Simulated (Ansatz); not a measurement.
**Does this entry for Bi₄Te₃ lie near equilibrium?**

The cell is an entry of the Crystallography Open Database (COD), atoms as given.

Space group R-3m:H (No. 166); a = 4.4510, c = 41.8880 Å, γ = 120.00°.

| site | Wyckoff | site symmetry | x | y | z |
| --- | --- | --- | --- | --- | --- |
| Bi1 | 6c | 3m | 0.0000 | 0.0000 | 0.7172 |
| Bi3 | 6c | 3m | 0.0000 | 0.0000 | 0.1460 |
| Te5 | 3a | -3m | 0.0000 | 0.0000 | 0.0000 |
| Te6 | 6c | 3m | 0.0000 | 0.0000 | 0.4260 |

One atom of each set is listed; the run and its k-mesh use a cell of 7 atoms with edges of 14.20, 14.20, 14.20 Å.

The numbers come from a DFT calculation in Ansatz (PBE, plane waves and PAW, scalar-relativistic, 420 eV cutoff, Γ-centred 11×11×11 k-points, Fermi–Dirac smearing 0.02 eV).

Task: Do the atoms and the cell lie near the calculated equilibrium?

Result: Nearly. The largest force is 0.39 eV/Å, on atom 6 (Te: 6 Bi at 3.12–3.40 Å), and the pressure is 1.0 GPa. Relaxing the atoms is still advisable, since electric field gradients respond to shifts of a few hundredths of an ångström.
